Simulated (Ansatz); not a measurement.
Polymorphs of TiSi$_{2}$, each relaxed with r²SCAN in the plane-wave PAW code Ansatz:

A: Cmcm
a = 3.527 Å, b = 13.522 Å, c = 3.566 Å, α = β = γ = 90.00°

| atom | site | symmetry | x | y | z |
|---|---|---|---|---|---|
| Ti | 4c | m2m | 0.0000 | 0.1032 | 0.7500 |
| Si | 4c | m2m | 0.0000 | 0.5583 | 0.2500 |
| Si | 4c | m2m | 0.0000 | 0.2498 | 0.2500 |

B: Fddd
a = 4.7758 Å, b = 8.2281 Å, c = 8.5313 Å, α = β = γ = 90.00°

| atom | site | symmetry | x | y | z |
|---|---|---|---|---|---|
| Ti | 8b | 222 | 0.5000 | 0.5000 | 0.5000 |
| Si | 16f | .2. | 0.0000 | 0.1620 | 0.0000 |

Question: Order them by energy per atom at 0 K (lowest first) at the level r²SCAN.

Answer: A (+0 meV/atom), B (+24 meV/atom)

All cells were relaxed under the symmetry of their starts (and spin orders); stability against distortions was not tested throughout. Rows with no word on spin ran without spin polarisation.

Energies hold the estimated change up to a 700 eV cutoff; steps of a few meV lie near the error of the meshes.

Potentials: the earlier of the program's two PAW sets.
